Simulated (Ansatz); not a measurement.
# Notes on Ca$_{3}$Be$_{2}$B$_{8}$

```yaml
crystal:
  lattice:
    - [0.00000, 5.23226, 0.00000]
    - [4.65729, -2.61613, 0.00000]
    - [-1.57087, 2.61613, -6.07080]
  atoms:
    - { symbol: Ca, position: [0.00000, 0.00000, 0.00000] }
    - { symbol: Ca, position: [0.79970, 0.19920, 0.59980] }
    - { symbol: Ca, position: [0.20030, 0.80080, 0.40020] }
    - { symbol: Be, position: [0.59260, 0.40320, 0.21800] }
    - { symbol: Be, position: [0.40740, 0.59680, 0.78200] }
    - { symbol: B, position: [0.73400, 0.76100, 0.29300] }
    - { symbol: B, position: [0.26600, 0.23900, 0.70700] }
    - { symbol: B, position: [0.67400, 0.30600, 0.95800] }
    - { symbol: B, position: [0.32600, 0.69400, 0.04200] }
    - { symbol: B, position: [0.78670, 0.72960, 0.69420] }
    - { symbol: B, position: [0.75130, 0.27040, 0.30580] }
    - { symbol: B, position: [0.21330, 0.27040, 0.30580] }
    - { symbol: B, position: [0.24870, 0.72960, 0.69420] }
```

Single point in Ansatz 0.2.0 with r2SCAN, no spin polarisation. Cutoff 500 eV, PAW datasets, 5×5×5 Γ-centred k mesh, fermi-dirac filling (width 0.0401 eV).

Q: What does the stress say?

A: The pressure is 27.7 GPa (compression positive), so with the atoms held at these fractions the cell would first expand; the forces are large, so a full relaxation may end otherwise. The principal stresses 9.7, 13.9, 59.5 GPa differ, so its shape would change too.

Q: Is it stable against the elements?

A: 1.91 eV an atom against the elements' usual phases (free molecules for gases, crystals otherwise, with no correction for O₂ or N₂), so at this geometry it isn't bound against them. Relaxing would lower it.

Q: What happens at the Fermi level?

A: It is a metal, with about 3.5 states/eV a cell as the mean within 0.25 eV of the Fermi level, mostly B p (72 %) and B s (17 %).

Q: Where is the largest force?

A: The largest is on B6 (and as large on other atoms): 3.04 eV/Å, components (2.70, 0.00, -1.40). It makes 169° with the line to a nearest neighbour, Be4 at 1.61 Å, pointing away from it.

Origin: a known structure type with other elements, at an estimated volume, so it need not be a known compound. Caveats: atoms or cell far from equilibrium.
